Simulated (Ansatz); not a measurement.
A relaxed structure of SrO is spoiled in several ways and relaxed again each time (noise and exchanges are one random draw each; pressure is positive under compression). All values below come from PBEsol (plane waves to 420 eV, PAW, scalar-relativistic; Ansatz, a first-principles code).

Space group Fm-3m (No. 225); a = b = c = 5.1222 Å, α = β = γ = 90.00°

```csv
atom,site,symmetry,x,y,z
O,4a,m-3m,0.0000,0.0000,0.0000
Sr,4b,m-3m,0.5000,0.5000,0.5000
```
(The calculation used a cell of 2 atoms; values per cell refer to that cell.)

```json
[
 {"change": "with every coordinate shifted by Gaussian noise of σ = 0.1 Å", "first pressure (GPa)": "1.6", "first V (Å³/atom)": "16.80", "released (eV/atom)": "0.034", "moves": "4", "outcome": "returns to the parent", "final group": "Fm-3m", "E − E(parent) (eV/atom)": "0.000"},
 {"change": "with every coordinate shifted by Gaussian noise of σ = 0.3 Å", "first pressure (GPa)": "4.5", "first V (Å³/atom)": "16.80", "released (eV/atom)": "0.10", "moves": "5", "outcome": "returns to the parent", "final group": "Fm-3m", "E − E(parent) (eV/atom)": "0.000"},
 {"change": "deformed by the Cartesian strain tensor (xx, yy, zz, yz, xz, xy) = (0.036, 0.032, 0.034, -0.049, -0.008, -0.011)", "first pressure (GPa)": "…", "first V (Å³/atom)": "18.53", "released (eV/atom)": "…", "moves": "5", "outcome": "…", "final group": "…", "E − E(parent) (eV/atom)": "…"},
 {"change": "doubled along one cell vector, shaken by Gaussian noise of σ = 0.08 Å a coordinate", "first pressure (GPa)": "1.0", "first V (Å³/atom)": "16.80", "released (eV/atom)": "0.028", "moves": "4", "outcome": "returns to the parent", "final group": "Fm-3m", "E − E(parent) (eV/atom)": "0.000"}
]
```

### Question
Some entries are withheld; supply them.

### Answer

- deformed by the Cartesian strain tensor (xx, yy, zz, yz, xz, xy) = (0.036, 0.032, 0.034, -0.049, -0.008, -0.011), first pressure (GPa): -7.5
- deformed by the Cartesian strain tensor (xx, yy, zz, yz, xz, xy) = (0.036, 0.032, 0.034, -0.049, -0.008, -0.011), released (eV/atom): 0.074
- deformed by the Cartesian strain tensor (xx, yy, zz, yz, xz, xy) = (0.036, 0.032, 0.034, -0.049, -0.008, -0.011), outcome: returns to the parent
- deformed by the Cartesian strain tensor (xx, yy, zz, yz, xz, xy) = (0.036, 0.032, 0.034, -0.049, -0.008, -0.011), final group: Fm-3m
- deformed by the Cartesian strain tensor (xx, yy, zz, yz, xz, xy) = (0.036, 0.032, 0.034, -0.049, -0.008, -0.011), E − E(parent) (eV/atom): 0.000

First-step values come from each run's starting, coarser k-mesh (8×8×8, 8×7×7, 8×8×4). Each cell has its own k-point mesh; energy differences are given only to the digits this allows. No spin polarisation in the result.
